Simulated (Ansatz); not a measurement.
# Structures of Cu2Au: which is lowest?

Plane-wave DFT in Ansatz with scalar-relativistic PAW potentials, cutoff 420 eV, Γ-centred meshes chosen by cell and gap, Gaussian smearing with energies taken to zero width. Every cell was relaxed (cell and atoms) in a run of its own, within the symmetry of its start. Functional: PBE.

Relaxed structures (starts from databases or built by putting these elements on another compound's sites):
A. Fm-3m, 3 atoms in the computed cell, a = 5.918 Å; sites (symmetry × multiplicity) Cu -43m × 8, Au m-3m × 4; start: built
B. Fd-3m, 6 atoms in the computed cell, a = 6.948 Å; sites (symmetry × multiplicity) Cu .-3m × 16, Au -43m × 8; start: built

Question: Rank them by energy. Could pressure change the order?

Answer:
```csv
structure,group,E − E(lowest) (meV/atom),V (Å³/atom),gap on mesh (eV)
B,Fd-3m,0.0,13.98,0.00
A,Fm-3m,258,17.27,0.00
```

B is lowest, 258 meV/atom under A. The lowest is also the densest of these, so pressure wouldn't bring one of the others in at first order. Other structures may lie lower than all of these, and vibrations aren't counted.

Spin-orbit coupling is left out, which matters for the bands of heavy elements.